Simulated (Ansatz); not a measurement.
AlN (zinc blende)

```yaml
crystal:
  lattice:
    - [0.00000, 2.18491, 2.18491]
    - [2.18491, 0.00000, 2.18491]
    - [2.18491, 2.18491, 0.00000]
  atoms:
    - { symbol: N, position: [0.75000, 0.75000, 0.75000] }
    - { symbol: Al, position: [0.00000, 0.00000, 0.00000] }
```

Scan: atom 2 (Al, nearest neighbour N at 1.892 Å; its periodic images, 3.1 Å or more away, move with it) is displaced along Cartesian z, direction (0.000, 0.000, 1.000) in Cartesian axes, by s. The other atoms stay.

Method: r2SCAN (plane waves to 500 eV, PAW, scalar-relativistic; Ansatz, a first-principles code). k mesh 10×10×10 (Γ-centred), Fermi-Dirac smearing 0.05 eV. Energies are smeared free energies. AlN was relaxed with its symmetry unable to fall. The zero of ΔE is the undisplaced structure.

| s (Å) | ΔE (meV/cell) |
|---|---|
| -0.380 | 1000 |
| -0.304 | 658 |
| -0.228 | 378 |
| -0.152 | withheld |
| -0.076 | 43 |
| 0.000 | 0 |
| 0.076 | 43 |
| 0.152 | withheld |
| 0.228 | 378 |
| 0.304 | 658 |
| 0.380 | 1000 |

Fit an even polynomial form (powers 2, 4) to the given rows and predict ΔE at s = 0.152.

Least squares on the 9 given rows: ΔE = (7466)·s² + (-3747)·s⁴, in meV/cell with s in Å; root-mean-square residual 0.0 meV/cell. At 0.152 the fit gives 170 meV/cell; the calculation gives 170 meV/cell, the same to the digits shown. The quadratic term alone would give 172 meV/cell.

(For displaced atoms, the force is minus the slope of the energy, and its curvature is a force constant, which sets phonon frequencies.)
